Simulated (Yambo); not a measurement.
# Convergence of the G0W0 gap of TiNCl

G0W0@PBEsol for TiNCl (space group Pmmn, No. 59) in Yambo. Reference settings: 4×4×1 Γ-centred k mesh, bands 3 to 155 and a 7 Ry block in the screening, 155 bands in G with the Bruneval-Gonze terminator, plasmon pole fitted at 27.2 eV. The PBEsol gap Γ → Γ on this mesh is 0.57 eV; G0W0 gaps are taken between the same points.

```tsv
change from the reference	G0W0 gap Γ → Γ (eV)	shift of the valence edge (eV)	rough Yambo cost
reference settings	1.30	0.29	1
63 bands in W, 63 bands in G	1.30	0.50	about 1/3
102 bands in W, 102 bands in G	1.30	0.37	within a factor of two
63 bands in G	1.25	0.34	–
102 bands in G	1.29	0.31	–
76 bands in W	1.33	0.41	within a factor of two
3 Ry block	1.41	0.53	within a factor of two
6 Ry block	1.28	0.32	within a factor of two
pole fitted at 40 eV	1.30	0.26	–
no random integration	1.27	0.26	–
2×2×1 mesh	1.28	0.37	about 1/5
63 bands in G, no terminator	1.24	1.08	–
102 bands in G, no terminator	1.34	0.74	–
no terminator	1.36	0.53	–
```

The reference isn't shown to be the converged limit. Costs are rough (shared machines), scaled to the same edge states, and given only for runs that recompute the screening.

Geometry relaxed with PBE+D3(BJ); primitive cell a = 3.249 Å, b = 3.928 Å, c = 7.766 Å, α = β = γ = 90.00°.

A shift is the quasiparticle energy of the state minus its PBEsol energy.
